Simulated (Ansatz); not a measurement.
Ti2B:
```
Ti2B
1.0
    1.59855     0.92292     4.78511
   -1.59855     0.92292     4.78511
    0.00000    -1.84584     4.78511
Ti B
2 1
Direct
  0.75032   0.75032   0.75032
  0.24968   0.24968   0.24968
  0.00000   0.00000   0.00000
```

Relaxed with r²SCAN+D4. Special points in fractions of this cell's reciprocal vectors: Γ (0.000, 0.000, 0.000); T (0.500, 0.500, 0.500); H2 (0.809, 0.191, 0.500); H0 (0.500, -0.191, 0.191); L (0.500, 0.000, 0.000); S0 (0.346, -0.346, 0.000); S2 (0.654, 0.000, 0.346); F (0.500, 0.000, 0.500).

Q: List the band energies nearest the Fermi level at these points for r²SCAN+D4 in the plane-wave PAW code Ansatz.

A: In eV from the Fermi level; about four levels below and three above (degenerate sets whole), none deeper than 8.9 eV; points with the same levels are listed once.

| k | below | above |
|---|---|---|
| Γ | -3.54 -0.85 -0.85 -0.84 | 0.96 0.96 1.86 |
| T | -8.03 -4.96 -0.49 -0.49 | 0.48 0.61 1.39 1.39 |
| H2 | -2.47 -1.42 -0.71 -0.03 | 1.21 2.12 3.20 |
| L | -1.63 -0.70 -0.64 -0.58 | 0.80 1.97 3.37 |
| S0 | -2.44 -1.41 -0.72 -0.06 | 1.24 2.02 3.25 |
| F | -1.38 -0.98 -0.94 -0.67 | 1.65 2.99 3.20 |

Space group R-3m. The start of the workflow was typed in or built on a structure type; neither database checked (COD, Materials Project) lists it. Whether it is the stable phase at ambient conditions was not checked. Symmetry was held in the r²SCAN+D4 relaxation; whether a distortion lowers the energy is not shown. No spin polarisation was allowed. The volume moved by -26 % from the start of the relaxation.

Potentials: the earlier of the program's two PAW sets. The files were generated under PBE; for other functionals the program regenerates the frozen cores, and for LDA and PBEsol the local potential too.
